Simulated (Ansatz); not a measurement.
TiN (rock salt) is sheared across one {100} plane: the third cell vector gains the shift, so faults repeat every 6.3 Å. The cut lies between planes 2.12 Å apart; the cell height is held.

```yaml
crystal:
  lattice:
    - [2.99283, 0.00000, 0.00000]
    - [0.00000, 2.99283, 0.00000]
    - [1.49642, 1.49642, 6.34876]
  atoms:
    - { symbol: N, position: [0.00000, 0.00000, 0.83333] }
    - { symbol: N, position: [0.33333, 0.33333, 0.16667] }
    - { symbol: N, position: [0.66667, 0.66667, 0.50000] }
    - { symbol: Ti, position: [0.50000, 0.50000, 0.83333] }
    - { symbol: Ti, position: [0.83333, 0.83333, 0.16667] }
    - { symbol: Ti, position: [0.16667, 0.16667, 0.50000] }
```

In-plane vectors a = (2.993, 0.000) Å, b = (0.000, 2.993) Å, area 8.96 Å². The shift is s times the vector a (length 2.993 Å), so s = 1 restores the start. Atoms relax along the normal only. γ = [E(shift) − E(0)] / area.

These are r2SCAN (plane waves to 500 eV, PAW, scalar-relativistic; Ansatz, a program for electronic structure) values and carry that method's errors. k mesh 13×13×13 (Γ-centred), Fermi-Dirac smearing 0.05 eV. E is the zero-smearing estimate. With partly filled bands, the k mesh leaves noise in γ, roughly 0.02 J/m² as judged from a few cases. Faults lie only 6.3 Å apart, and holding the cell height raises γ above its relaxed value. TiN is run without spin polarisation. TiN was relaxed with its symmetry unable to fall. The zero of γ is zero shift. The last digit holds for this mesh only.

```csv
s,γ (J/m²)
0.000,0.00
0.083,withheld
0.167,0.95
0.250,1.86
0.333,2.69
0.417,3.26
0.500,3.45
0.583,3.26
0.667,2.69
0.750,1.86
0.833,0.95
0.917,withheld
```

Problem. Fit a Fourier form (three harmonics of 1 − cos and sin) to the given rows and predict γ at s = 0.917.

Solution. Least squares on the 10 given rows: γ = (1.731)·[1 − cos(2πs)] + (0.065)·[1 − cos(4πs)], in J/m²; root-mean-square residual 0.007 J/m². At 0.917 the fit gives 0.26 J/m²; the calculation gives 0.26 J/m², the same to the digits shown. 

(The slope of γ gives the shear force per area between the displaced halves; near zero shift its curvature is an elastic stiffness.)
